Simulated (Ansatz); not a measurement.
The cell of IrPtC6N6 is invented: cyanide-bridged rock-salt net of two metals, 0 guest cations a cell (Fm-3m, No. 225). The dimensions are guesses.

```cif
data_structure
_symmetry_space_group_name_H-M 'Fm-3m'
_symmetry_Int_Tables_number 225
_cell_length_a 10.1890
_cell_length_b 10.1890
_cell_length_c 10.1890
_cell_angle_alpha 90.000
_cell_angle_beta 90.000
_cell_angle_gamma 90.000
_cell_volume 1057.78
loop_
_atom_site_label
_atom_site_type_symbol
_atom_site_symmetry_multiplicity
_atom_site_Wyckoff_symbol
_atom_site_fract_x
_atom_site_fract_y
_atom_site_fract_z
_atom_site_occupancy
Ir1 Ir 4 a 0.00000 0.00000 0.00000 1
Pt1 Pt 4 b 0.50000 0.00000 0.00000 1
C1 C 24 e 0.18814 0.00000 0.00000 1
N1 N 24 e 0.30297 0.00000 0.00000 1
```

Theory: DFT PBE, scalar-relativistic, plane waves, PAW (Ansatz 0.2.0). Cutoff 420 eV, Gaussian smearing, Γ-centred meshes. Cell and atoms relax first on a coarse mesh and then on a finer one. In between, the cell is made exact in the group found at 0.06 Å. In metals the finer mesh still leaves noise of several meV/atom or more. The steps can't lower the symmetry of their start. Collinear spin, starting moments Ir 1.0 μB.

A guess keeps its type if space group and coordination stay and the shape of the cell changes little (axis ratios within about 15 %, angles within 6°); the volume may change.

Task: Does it keep its structure type, or change into something else?

Result: It keeps its type. The symmetry stays Fm-3m (No. 225). The volume per atom grows by 9.8 %, from 18.9 to 20.7 Å³. The shortest distance goes from 1.17 Å (C–N) to 1.16 Å (C–N). Counting neighbours within 15 % of an atom's shortest distance, the start has C 1, Ir 6, N 1, Pt 6 and the end C 1, Ir 6, N 1, Pt 6.

The last run used collinear spin, a 6×6×6 mesh for its 14-atom cell and Gaussian smearing of 0.10 eV. Spin–orbit coupling, which can matter for Ir and Pt, is left out. Another magnetic order may lie lower. Symmetry constrained the relaxation, so the result can be a saddle point.
